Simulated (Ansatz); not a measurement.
Trial structure of LaF5, not yet relaxed:

```
CELL_PARAMETERS angstrom
2.29430 -3.06222 0.00000
2.29430 3.06222 0.00000
0.00000 0.00000 6.19978
ATOMIC_POSITIONS crystal
La 0.50000 0.50000 0.00000
F 0.00000 0.50000 0.50000
F 0.50000 0.00000 0.50000
F 0.50000 0.50000 0.65527
F 0.50000 0.50000 0.34473
F 0.00000 0.00000 0.00000
```

All numbers below come from DFT PBE, scalar-relativistic, plane waves, PAW in Ansatz. Cutoff 420 eV; k points 6×6×4 on the computed 6-atom cell (Γ-centred); Gaussian smearing, width 0.10 eV; no spin polarisation.

Energies over the elements count from the elements' standard structures at the same level (F₂ as a molecule), with no fitted energy shifts.

**Question.** What does a single point on this coarse mesh give?

**Answer.** The pressure is 16.2 GPa (the mean over three directions, positive in compression), the largest force is 4.35 eV/Å, and the energy is −1.50 eV/atom against the elements. The shortest distance is 1.93 Å.

**Question.** Is it a good guess?

**Answer.** A rough one: relaxing gains about 0.56 eV/atom (the start's value is from the coarse mesh, so the gain is rough) in 64 ionic steps and ends at −2.07 eV/atom on the finer mesh. The symmetry stays Cmmm (No. 65). The volume per atom grows by 131.7 %, from 14.5 to 33.6 Å³. The shortest distance goes from 1.93 Å (F–F) to 2.11 Å (La–F). Conventional cell: a = 4.486 Å, b = 13.889 Å, c = 6.479 Å. La is surrounded by 2 F at 2.11 Å and 2 F at 2.24 Å; F on a site of symmetry 2/m has 2 F at 2.24 Å (long against covalent radii, as for large ions); F on a site of symmetry mm2 has 1 La at 2.11 Å and 1 F at 2.27 Å; 1 more site not described.

The last run used a 10×10×6 mesh (in the run's order of axes) for its 6-atom cell and Gaussian smearing of 0.10 eV. No dispersion correction is applied, so the spacing and binding between layers, chains or molecules are poorly described. The cell is a metal run without spin; a magnetic state may lie lower. The relaxation can't lower the symmetry of the start, and the grade says only how near the guess is to its own end. Symmetry constrained the relaxation, so the result can be a saddle point. Another cell of LaF5 relaxed alike, in P-6m2, lies 0.32 eV/atom lower, so this cell isn't the stable form at this level.
